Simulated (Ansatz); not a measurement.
CuCl:
```cif
data_ClCu
_chemical_formula_sum 'Cu1 Cl1'
_space_group_name_H-M_alt 'P 1'
_space_group_IT_number 1
_cell_length_a 3.74056
_cell_length_b 3.74056
_cell_length_c 3.74056
_cell_angle_alpha 60.000
_cell_angle_beta 60.000
_cell_angle_gamma 60.000
loop_
_space_group_symop_operation_xyz
  'x, y, z'
loop_
_atom_site_label
_atom_site_type_symbol
_atom_site_fract_x
_atom_site_fract_y
_atom_site_fract_z
_atom_site_occupancy
Cu1 Cu 0.50000 0.50000 0.50000 1
Cl1 Cl 0.25000 0.25000 0.25000 1
```

Relaxed with PBEsol.

Question: Decompose the optical modes at the zone centre into irreducible representations, and say which are infrared and Raman allowed.

Answer: Point group -43m: Γ_opt = T2. Infrared: T2. Raman: T2.

Question: Assign frequencies (DFPT, PBEsol (plane waves, PAW; program Ansatz); without the LO–TO term).

Answer: T2 168 cm⁻¹.

Space group F-43m (zinc blende). The cell was relaxed with PBEsol under the symmetry of its start; of distortions, only those at the zone centre were tested. No spin polarisation was allowed.

Potentials: the later of the program's two PAW sets.
